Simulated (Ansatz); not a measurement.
## K: from a starting cell to a relaxed one

The start is a randomly generated symmetric cell of K (space group No. 139). The structure is fully relaxed (lattice and positions, P = 0) with PBEsol (plane waves to 420 eV, PAW, scalar-relativistic; Ansatz, a first-principles code). The first steps use a coarse 12×12×12 k-mesh.

The start:
```yaml
crystal:
  lattice:
    - [-3.67461, 3.67461, 1.44971]
    - [3.67461, -3.67461, 1.44971]
    - [3.67461, 3.67461, -1.44971]
  atoms:
    - { symbol: K, position: [0.50000, 0.50000, 0.00000] }
```

**Question.** How does the volume per atom move from start to end?

**Answer.** -9.3 %, from 78.30 to 71.02 Å³/atom.

**Question.** Write out the relaxed structure.

**Answer.** 
Space group I4/mmm (No. 139); a = b = 5.2617 Å, c = 5.1301 Å, α = β = γ = 90.00°

| atom | site | symmetry | x | y | z |
|---|---|---|---|---|---|
| K | 2b | 4/mmm | 0.0000 | 0.0000 | 0.5000 |
(The calculation used a cell of 1 atom; values per cell refer to that cell.)

The space group stays I4/mmm (No. 139) (the run could not lower it), with 1 atom in the primitive cell. Final values are on a 13×13×13 k-mesh of the relaxed cell. The start holds a very short contact (K–K 2.90 Å). No spin polarisation in the result.

The run could not lose the symmetry of its start: the end is stationary, and may be a saddle point rather than a minimum.

The relaxed structure here is a generated cell of K: the first start was made by a random draw of sites in a space group, and the end was not matched to a known phase here, so it may be hypothetical. Known forms of K include space group No. 229.
